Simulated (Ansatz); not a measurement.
Zr:
```
Zr
1.0
    3.23198     0.00000     0.00000
   -1.61599     2.79898     0.00000
    0.00000     0.00000     5.17147
Zr
2
Direct
  0.33333   0.66667   0.75000
  0.66667   0.33333   0.25000
```

Relaxed with PBE. Special points in fractions of this cell's reciprocal vectors: Γ (0.000, 0.000, 0.000); M (0.500, 0.000, 0.000); K (0.333, 0.333, 0.000); A (0.000, 0.000, 0.500); L (0.500, 0.000, 0.500); H (0.333, 0.333, 0.500).

List the band energies nearest the Fermi level at these points for PBE in the plane-wave PAW code Ansatz.

In eV from the Fermi level; about four levels below and three above (degenerate sets whole), none deeper than 8.9 eV; points with the same levels are listed once.

```tsv
k	below	above
Γ	-5.66 -3.04	0.85 0.85 0.95
M	-2.57 -2.52 -2.15 -0.23	0.54 0.73 1.41
K	-2.09 -1.36 -1.36 -1.14	0.24 0.24 1.76
A	-3.97 -3.97	0.00 0.00 0.76 0.76 0.76 0.76
L	-2.87 -2.87 -1.08 -1.08	1.60 1.60 2.20 2.20
H	-1.28 -1.28 -0.05 -0.05	2.00 2.00 4.36 4.36
```

Space group P6_3/mmc (hcp (Mg type)). Symmetry was held in the PBE relaxation. No spin polarisation was allowed. Scalar-relativistic: spin–orbit coupling is off unless named, which matters more the heavier the elements.

Potentials: the earlier of the program's two PAW sets.
